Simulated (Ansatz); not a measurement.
The start is a relaxed Pd cell displaced along its unstable phonon at q = (½, ½, ½) of its primitive reciprocal cell (36i cm⁻¹), largest move 0.15 Å. A full variable-cell relaxation at zero pressure is run with PBE (plane waves to 420 eV, PAW, scalar-relativistic; Ansatz, a program for electronic structure). The first steps use a coarse 14×14×14 k-mesh.

Starting cell:
```
Pd
1.0
    2.74419     1.58436     9.80667
    0.00000     1.58436     9.80667
    1.37209    -0.79218     9.80667
Pd
4
Direct
  0.98747   0.11974   0.02506
  0.42435   0.05662   0.15130
  0.57565   0.94338   0.84870
  0.01253   0.88026   0.97494
```

Largest initial force: 0.11 eV/Å, on Pd1, Pd2, Pd3, Pd4 (atoms numbered as listed)
Energy released: 0.12 eV/atom
Volume change: -3.9 %, from 15.99 to 15.36 Å³/atom
Relative to the parent: It does not go back: it reaches R-3m (No. 166), 0.12 eV/atom below the parent
Shortest distances (start → end): The closest pairs of elements (up to four, under 3.6 Å), start → end: Pd–Pd 2.61 → 2.78 Å
Band gap at the end: zero (metallic)
Optimiser moves: 11

Relaxed structure:

```cif
data_Pd12
_chemical_formula_sum 'Pd12'
_space_group_name_H-M_alt 'R-3m :H'
_space_group_IT_number 166
_space_group_name_Hall '-R 3 2"'
_cell_length_a 2.78115
_cell_length_b 2.78115
_cell_length_c 27.51857
_cell_angle_alpha 90.000
_cell_angle_beta 90.000
_cell_angle_gamma 120.000
loop_
_atom_site_label
_atom_site_type_symbol
_atom_site_symmetry_multiplicity
_atom_site_Wyckoff_symbol
_atom_site_fract_x
_atom_site_fract_y
_atom_site_fract_z
_atom_site_occupancy
Pd1 Pd 6 c 0.00000 0.00000 0.12473 1
Pd2 Pd 6 c 0.00000 0.00000 0.29195 1
```
(The calculation used a cell of 4 atoms; values per cell refer to that cell.)

Final values are on a 19×19×19 k-mesh of the relaxed cell. No spin polarisation in the result. A magnetic state may lie lower.

The run could not lose the symmetry of its start, so the end can be a saddle point.

The relaxed structure here is a generated cell of Pd: the first start was made by placing the elements on the sites of a structure type, and the end was not matched to a known phase here, so it may be hypothetical. Known forms of Pd include space group No. 225.
